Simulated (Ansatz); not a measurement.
# Barrier of one jump, Li in Si

These are results of DFT LDA, scalar-relativistic, plane waves, PAW in Ansatz 0.2.0, not measurements. Run with 420 eV cutoff, 3×3×3 k-mesh, Gaussian smearing of 0.02 eV, no spin polarisation.

In a supercell of 16 host sites with charge +1, interstitial Li hops to an equivalent place, moving 2.35 Å between the relaxed ends. Climbing-image nudged elastic band at fixed cell with images 0 (start) to 4 (end), the path measured over all atoms, converged to 0.05 eV/Å; the order of the saddle wasn't checked, and the small cell leaves errors of about a tenth of an eV.

Command:

```bash
ansatz run input.yaml --threads 4 --pin off --max-ram 10240MiB --backend cpu --events-out ev --progress --plain --runs-dir out
```

Input:

```yaml
crystal:
  lattice:
    - [0.0, 5.401942273, -5.401942273]
    - [5.401942273, 5.401942273, 0.0]
    - [5.401942273, 0.0, -5.401942273]
  atoms:
    - { symbol: Si, position: [0.1264882305, 0.1265591354, 0.1265756663] }
    - { symbol: Si, position: [0.1264305276, 0.6171644971, 0.1265267953] }
    - { symbol: Si, position: [0.6168695211, 0.1265785346, 0.1265937111] }
    - { symbol: Si, position: [0.6250229211, 0.6250375078, 0.1214814391] }
    - { symbol: Si, position: [0.1264113567, 0.1264879047, 0.6172423635] }
    - { symbol: Si, position: [0.1216023046, 0.6249947263, 0.6249951229] }
    - { symbol: Si, position: [0.6250145673, 0.1215102858, 0.625026036] }
    - { symbol: Si, position: [0.6249854327, 0.6250052737, 0.6250048771] }
    - { symbol: Si, position: [0.2511434479, 0.7472121078, 0.2511137754] }
    - { symbol: Si, position: [0.2489500464, 0.2492542819, 0.249335765] }
    - { symbol: Si, position: [0.7470746542, 0.7472223906, 0.2511241615] }
    - { symbol: Si, position: [0.7471110335, 0.2511603389, 0.2511483358] }
    - { symbol: Si, position: [0.2511020448, 0.7471670873, 0.7472070057] }
    - { symbol: Si, position: [0.2511340913, 0.2511126552, 0.7472361013] }
    - { symbol: Si, position: [0.7492017567, 0.749111074, 0.7490826494] }
    - { symbol: Si, position: [0.747061953, 0.2511239595, 0.747245245] }
    - { symbol: Li, position: [-0.0011227327, -0.000702912, -0.0006019159] }
total_charge: 1
basis:
  ecutwfc: 420
  xc_grid: 2
kpoints:
  mp_grid: { grid: [3, 3, 3], shift: [0.0, 0.0, 0.0] }
hamiltonian:
  xc: lda
scf:
  occupations: { method: gaussian, width: 0.02 }
output:
  forces: true
neb:
  images: 3
  f_tol: 0.05
  max_iterations: 70
  order_check: false
  final_atoms:
    - { symbol: Si, position: [0.1278889665, 0.1238396611, 0.1244197082] }
    - { symbol: Si, position: [0.1257982433, 0.625888926, 0.1223954802] }
    - { symbol: Si, position: [0.6238659087, 0.1238873448, 0.1244828478] }
    - { symbol: Si, position: [0.6238565521, 0.6277878922, 0.124469331] }
    - { symbol: Si, position: [0.127938047, 0.1238760405, 0.6204311575] }
    - { symbol: Si, position: [0.1279253458, 0.6277776094, 0.6204212063] }
    - { symbol: Si, position: [0.6260499536, 0.1257457181, 0.6225400933] }
    - { symbol: Si, position: [0.6238979552, 0.6278329127, 0.6204761379] }
    - { symbol: Si, position: [0.2499770789, 0.7499624922, 0.2465418679] }
    - { symbol: Si, position: [0.2499854327, 0.2534897142, 0.2465508891] }
    - { symbol: Si, position: [0.7533976954, 0.7500052737, 0.2465921538] }
    - { symbol: Si, position: [0.7485117695, 0.2484408646, 0.2546230322] }
    - { symbol: Si, position: [0.2500145673, 0.7499947263, 0.7499955836] }
    - { symbol: Si, position: [0.2581304789, 0.2484214654, 0.7450417668] }
    - { symbol: Si, position: [0.7485694724, 0.7578355029, 0.7451218201] }
    - { symbol: Si, position: [0.7485886433, 0.2485120953, 0.7451416249] }
    - { symbol: Li, position: [-0.1238772673, 0.375702912, -0.1274275607] }
```

Course of the band:

```json
{"iteration": "1", "largest band force (eV/Å)": "0.822", "climbing image": "none", "energies over image 0 (eV)": "0.000 0.417 0.787 0.417 0.000"}
{"iteration": "2", "largest band force (eV/Å)": "0.256", "climbing image": "2", "energies over image 0 (eV)": "0.000 0.303 0.616 0.303 0.000"}
{"iteration": "3", "largest band force (eV/Å)": "0.051", "climbing image": "2", "energies over image 0 (eV)": "0.000 0.255 0.573 0.255 0.000"}
{"iteration": "4", "largest band force (eV/Å)": "0.016", "climbing image": "2", "energies over image 0 (eV)": "0.000 0.251 0.572 0.251 0.000"}
```

Final band:

```csv
image,path (Å),E − E(0) (eV),Li x (Å),Li y (Å),Li z (Å),force on Li (eV/Å)
0,0.00,0.000,-0.007,-0.010,0.009,0.00
1,0.63,0.251,0.299,0.303,0.317,0.71
2,1.25,0.572,0.666,0.675,0.684,0.00
3,1.88,0.251,1.034,1.048,1.052,0.71
4,2.51,0.000,1.341,1.360,1.358,0.00
```

Barrier 0.57 eV. Time: 80 s on 4 threads of Arm Neoverse V2, with other jobs on the host, peak memory 1.3 GiB.